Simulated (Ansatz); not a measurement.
SiO2 in space group Ama2 (No. 40; Si on 8c, O on 4a, O on 8c, O on 4b), DFT-LDA in the program Ansatz with PAW potentials. The conduction-band minimum lies at Γ, with 1 equivalent valley. Second derivatives d²E/dk² of the lowest band at one valley (eV·Å²), along Cartesian directions:

```json
[
 {"direction": "[100]", "d²E/dk²": "13.63"},
 {"direction": "[010]", "d²E/dk²": "13.65"},
 {"direction": "[001]", "d²E/dk²": "13.59"},
 {"direction": "[110]", "d²E/dk²": "13.64"},
 {"direction": "[101]", "d²E/dk²": "13.61"},
 {"direction": "[011]", "d²E/dk²": "13.62"}
]
```

Q: Find the principal effective masses, the density-of-states mass and the conductivity mass.

A: Off-diagonal terms follow from H_xy = H[110] − (H_xx + H_yy)/2, and m*/mₑ = 7.620 eV·Å² over each eigenvalue: 0.56, 0.56, 0.56. One valley's DOS mass (m₁m₂m₃)^(1/3) = 0.56, conductivity mass 3/(Σ 1/mᵢ) = 0.56 mₑ.

Q: What effective density of states Nc follows at 300 K for parabolic valleys?

A: Nc = 2.509e19 × 1 × (0.56)^(3/2) ≈ 1.1e19 cm⁻³.

Q: With the computed static dielectric constant 3.92 (mean of the diagonal), estimate a hydrogenic donor's binding energy and radius.

A: E = 13.606 eV × 0.56/3.92² ≈ 500 meV; a = 0.529 Å × ε/m* ≈ 3.7 Å. Semilocal masses tend to be too small where the gap is.

The first step of the workflow began from a Materials Project structure, measured or hypothetical; the Crystallography Open Database copy checked does not list it. It is not the phase usual at ambient conditions (space group No. 92, 152, 154). The cell was relaxed with LDA under the symmetry of its start; phonons on a q-mesh show no instability.

Potentials: the later of the program's two PAW sets.
